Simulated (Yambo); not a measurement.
G0W0@LDA for B (space group R-3m, No. 166) in Yambo. Reference settings: 4×4×4 Γ-centred k mesh, 127 bands and a 7 Ry block in the screening, 127 bands in G with the Bruneval-Gonze terminator, plasmon pole fitted at 27.2 eV. The LDA gap Z → Γ on this mesh is 1.52 eV; G0W0 gaps are taken between the same points.

The settings were changed. The gap went from 2.01 eV to 2.00 eV, and the shift of the valence edge from -0.15 eV to -0.06 eV.

Problem. Which change was made?
A. 49 bands in G, no terminator
B. 2×2×2 mesh
C. 49 bands in W, 49 bands in G
D. no terminator

Solution. B, 2×2×2 mesh. The others gave (gap, valence shift): 49 bands in W, 49 bands in G: 2.09, 0.26 eV; 49 bands in G, no terminator: 1.97, 0.77 eV; no terminator: 1.98, 0.06 eV.

Geometry of the Materials Project entry, not relaxed at this level; primitive cell a = b = c = 5.042 Å, α = β = γ = 58.12°.

A shift is the quasiparticle energy of the state minus its LDA energy.
